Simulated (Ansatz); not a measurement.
A plane-wave run on In2Ni3S2

input.yaml (Ansatz 0.2.0)

```yaml
crystal:
  lattice:
    - [5.3655234, 0.0, 0.0]
    - [2.62742856, 4.67819191, 0.0]
    - [2.62742856, 1.53780239, 4.41821614]
  atoms:
    - { symbol: In, position: [0.5, 0.5, 0.5] }
    - { symbol: S, position: [0.215, 0.215, 0.215] }
    - { symbol: S, position: [0.785, 0.785, 0.785] }
    - { symbol: In, position: [0.0, 0.0, 0.0] }
    - { symbol: Ni, position: [0.0, 0.5, 0.5], spin: 2, spin_axis: [0.48969, 0.28661, 0.82345] }
    - { symbol: Ni, position: [0.5, 0.0, 0.5], spin: -2, spin_axis: [0.48969, 0.28661, 0.82345] }
    - { symbol: Ni, position: [0.5, 0.5, 0.0], spin: 2, spin_axis: [0.48969, 0.28661, 0.82345] }
kpoints:
  mp_grid: { grid: [4, 4, 4], shift: [0.0, 0.0, 0.0] }
magnetization:
  noncollinear: true
  spin_orbit: false
scf:
  occupations: { method: methfessel_paxton, width: 0.015 }
  lower_state_search: "off"
  max_iter: 200
hamiltonian:
  pseudopotentials: { kind: paw }
  xc: pbesol
basis:
  ecutwfc: 420
  fft_grid_basis: typed
output:
  forces: true
  stress: true
  eigenvalues: true
  bader: true
  populations: true
  elf: true
  write_potential: true
  volumetric_format: npy
  dos:
    e_range: [-12, 8]
    de: 0.05
    projected: { site_lists: { In: [In], Ni: [Ni], S: [S] } }
    method: { smearing: { sigma: 0.1, scheme: gaussian } }
checkpoint:
  read: saved_state
```

The run starts from an earlier solution of this cell. The state carries no moments; the state need not be the lowest.

Excerpt of what it printed:

```
site 0: m = (+0.0004, +0.0002, +0.0007) μB, |m| = 0.0008 μB  (R = 1.11 Å)
  site 1: m = (+0.0037, +0.0021, +0.0062) μB, |m| = 0.0075 μB  (R = 0.91 Å)
  site 2: m = (+0.0037, +0.0021, +0.0062) μB, |m| = 0.0075 μB  (R = 0.91 Å)
  site 3: m = (+0.0030, +0.0017, +0.0050) μB, |m| = 0.0061 μB  (R = 1.12 Å)
  site 4: m = (+0.0127, +0.0074, +0.0214) μB, |m| = 0.0259 μB  (R = 0.91 Å)
  site 5: m = (+0.0127, +0.0074, +0.0214) μB, |m| = 0.0259 μB  (R = 0.91 Å)
  site 6: m = (+0.0127, +0.0074, +0.0214) μB, |m| = 0.0259 μB  (R = 0.91 Å)
Free energy (F): -30238.6847 eV
Harris-Foulkes:  -30238.6847 eV  (|F-HF|=5.46e-11)
Internal energy: -30238.6846 eV  (E = F + TS)
E sigma→0 (E₀):  -30238.6847 eV
Entropy (-TS):    0.0000 eV (-0.007 meV/atom)
Fermi energy:    12.8796 eV
Step filling:    the computed levels leave a gap of 0.0000 eV = 0.0 smearing widths at the electron count; against every level under it full and every level over it empty, smearing changes F+E_penalty+E_count by -0.136 meV and its σ→0 estimate by -0.125 meV
--- Per-component energies (eV) ---
  E_band       = -1054.9845
  E_kinetic    = 1555.7580
  E_local      = -16446.8337  (includes V_loc(G=0)·N_el)
  E_nonlocal   = 2714.7351
  E_hartree    = 7015.3756
  E_xc         = -874.2436
  E_vxc        = -704.6860  (∫ρ·V_xc dr)
  E_paw        = -14131.2640  (= ΣΔE_a)
  E_vpaw       = -2204.7098  (= ΣTr[D̂ρ^β])
  E_aug_tail   = 0.0016  (compensation charges beyond the density's cutoff)
  E_ewald      = -10073.4011
  E_core_change = 1.1876  (= ΣΔE_core)
  E_smearing   =  0.0000  (= −TS)
--- Forces (eV/Å), atoms counted from 1 ---
  atom   1  In     0.0000     0.0000     0.0000
  atom   2  S      1.1263     0.6592     0.4685
  atom   3  S     -1.1263    -0.6592    -0.4685
  atom   4  In     0.0000     0.0000     0.0000
  atom   5  Ni     0.0000     0.0000     0.0000
  atom   6  Ni     0.0000     0.0000     0.0000
  atom   7  Ni     0.0000     0.0000     0.0000
--- Stress (GPa, compression-positive) ---
       -2.9694       1.0334       0.7345
        1.0334      -4.1302       0.4299
        0.7345       0.4299      -4.4294
  P = ⅓ Tr σ = -3.8430 GPa (-38.430 kbar)
--- Bader charges: 7 sites ---
  site symbol  charge [e]  shift [e]  m_x [muB]  m_y [muB]  m_z [muB]
     0     In      0.6519     0.0006     0.0003     0.0002     0.0006
     1      S     -0.6627     0.0003     0.0062     0.0036     0.0104
     2      S     -0.6627     0.0003     0.0062     0.0036     0.0104
     3     In      0.6443     0.0003     0.0037     0.0022     0.0062
     4     Ni      0.0097     0.0001     0.0122     0.0072     0.0206
     5     Ni      0.0098     0.0001     0.0122     0.0072     0.0206
     6     Ni      0.0097     0.0001     0.0122     0.0072     0.0206
```

Origin: a known structure type with other elements, at an estimated volume, so it need not be a known compound. Caveats: the k mesh is coarse if the cell is a metal.
